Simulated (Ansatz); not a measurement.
CuI (zinc blende)

```yaml
crystal:
  lattice:
    - [0.00000, 2.96952, 2.96952]
    - [2.96952, 0.00000, 2.96952]
    - [2.96952, 2.96952, 0.00000]
  atoms:
    - { symbol: I, position: [0.75000, 0.75000, 0.75000] }
    - { symbol: Cu, position: [0.00000, 0.00000, 0.00000] }
```

The slice is a {110} plane (indices of the conventional cell) through the point (0.000, 0.000, 0.000) (fractional), spanned by u = [100] and v = [1 -1 -1] in vectors of this cell: u (4.20 Å) and v (5.94 Å, at 90° to u). It covers one period; positions are fractions (u, v).

Level of theory: PBEsol (plane waves to 420 eV, PAW, scalar-relativistic; Ansatz, a quantum-chemistry and plane-wave program). k mesh 10×10×10. Inside the PAW spheres the values are not all-electron values, and peaks at nuclei hang on which shells count as valence. CuI is run without spin polarisation. CuI was relaxed with its symmetry unable to fall. Spin-orbit coupling is left out, though I is heavy. The PAW data are Ansatz's earlier set.

Three fields on this plane, each scaled to ten steps between its own extremes (0 low, 9 high; the total valence density on a logarithmic scale, the potential cut 8 eV below its top; x marks points blanked near nuclei; v = 0 in the bottom row):

Map A
```
|xxxxx85311011358xxxx|
|xxxxx75321112357xxxx|
|xxxx8753211123578xxx|
|xxx875432111234578xx|
|88765432211122345678|
|55543322111112233455|
|33322221111111222233|
|22211111111111111122|
|11111111111111111111|
|11111111111111111111|
|11111111111111111111|
|00011111111111111100|
|00011111110111111100|
|00011111100011111100|
|00111122211122211110|
|01112234444444322111|
|11112468xxxxx8642111|
|1112369xxxxxxx963211|
|111247xxxxxxxxx74211|
|221236xxxxxxxxx63212|
|332224xxxxxxxxx42223|
|554212xxxxxxxxx21245|
|886310xxxxxxxxx01368|
|xxx6200xxxxxxx0026xx|
|xxxx5101xxxxx1015xxx|
|xxxxx41013431014xxxx|
|xxxxx63111111136xxxx|
|xxxxx74210001247xxxx|
```

Map B
```
|xxxxx73111111137xxxx|
|xxxxx63110001136xxxx|
|xxxx9521000001259xxx|
|xxx853100000001358xx|
|33432110000000112343|
|11111100000000011111|
|11110000000000000111|
|00000000000000000000|
|00000000000000000000|
|00000000000000000000|
|00000000000000000000|
|00000000000000000000|
|00000000111110000000|
|00000011222221100000|
|00000123444443210000|
|00001235677765321000|
|00012367xxxxx7632100|
|0001357xxxxxxx753100|
|001246xxxxxxxxx64210|
|001247xxxxxxxxx74210|
|111247xxxxxxxxx74211|
|111236xxxxxxxxx63211|
|332124xxxxxxxxx42123|
|xxx1125xxxxxxx5211xx|
|xxxx0136xxxxx6310xxx|
|xxxxx12467776421xxxx|
|xxxxx22234443222xxxx|
|xxxxx52222222225xxxx|
```

Map C
```
|xxxxx25778887752xxxx|
|xxxxx46889998863xxxx|
|xxxx1578999998751xxx|
|xxx157899999998751xx|
|12457889999999887532|
|56678899999999988766|
|77888999999999998887|
|88899999999999999988|
|99999999999999999999|
|99999999999999999999|
|99999999999999999999|
|99999999999999999999|
|99999998888888999999|
|99999887666667889999|
|99998764321234678999|
|99987630000000367899|
|99886300xxxxx0036889|
|9987400xxxxxxx004789|
|988620xxxxxxxxx02688|
|887510xxxxxxxxx01578|
|777500xxxxxxxxx00577|
|555410xxxxxxxxx01455|
|123310xxxxxxxxx01332|
|xxx0100xxxxxxx0010xx|
|xxxx0000xxxxx0000xxx|
|xxxxx11000000011xxxx|
|xxxxx13432123431xxxx|
|xxxxx15666666651xxxx|
```

Problem. Assign the maps to these fields: density of the lowest conduction band (whole band as if filled, smooth part); density of the highest valence band (whole band, smooth part); electrostatic potential energy of an electron, from the cell's mean.

Solution. A is the density of the lowest conduction band (whole band as if filled, smooth part); B is the density of the highest valence band (whole band, smooth part); C is the electrostatic potential energy of an electron, from the cell's mean.
